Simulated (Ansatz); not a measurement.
Sn2PbSe3 in space group P-3m1 (No. 164; Sn on 2d, Pb on 1a, Se on 2d, Se on 1b) under volume change, plane-wave PAW LDA (Ansatz code), shape and atoms relaxed at each volume.

```json
[
 {"V (Å³/atom)": "23.912", "E − E(relaxed) (meV/atom)": "46.1", "P (GPa)": "6.80"},
 {"V (Å³/atom)": "24.700", "E − E(relaxed) (meV/atom)": "19.3", "P (GPa)": "4.16"},
 {"V (Å³/atom)": "25.488", "E − E(relaxed) (meV/atom)": "4.5", "P (GPa)": "1.90"},
 {"V (Å³/atom)": "26.277", "E − E(relaxed) (meV/atom)": "0.0", "P (GPa)": "-0.01"},
 {"V (Å³/atom)": "27.065", "E − E(relaxed) (meV/atom)": "4.2", "P (GPa)": "-1.65"},
 {"V (Å³/atom)": "27.853", "E − E(relaxed) (meV/atom)": "15.8", "P (GPa)": "-3.05"},
 {"V (Å³/atom)": "28.642", "E − E(relaxed) (meV/atom)": "33.8", "P (GPa)": "-4.23"}
]
```

**Question.** What does a third-order Birch–Murnaghan fit give for V₀, B₀ and B′?

**Answer.** V₀ = 26.27 Å³/atom, B₀ = 59.0 GPa, B′ = 4.3.

The first step of the workflow began from a Materials Project structure, measured or hypothetical; the Crystallography Open Database copy checked does not list it. With Sn and Pb taken as one species the cell has the higher symmetry Fm-3m, so it may be an ordered model of a mixed-site phase. Whether it is the stable phase at ambient conditions was not checked. The LDA relaxation kept the symmetry of its start; of distortions, only those at the zone centre were tested. Scalar-relativistic: spin–orbit coupling is off unless named, which matters more the heavier the elements.

Potentials: the later of the program's two PAW sets.
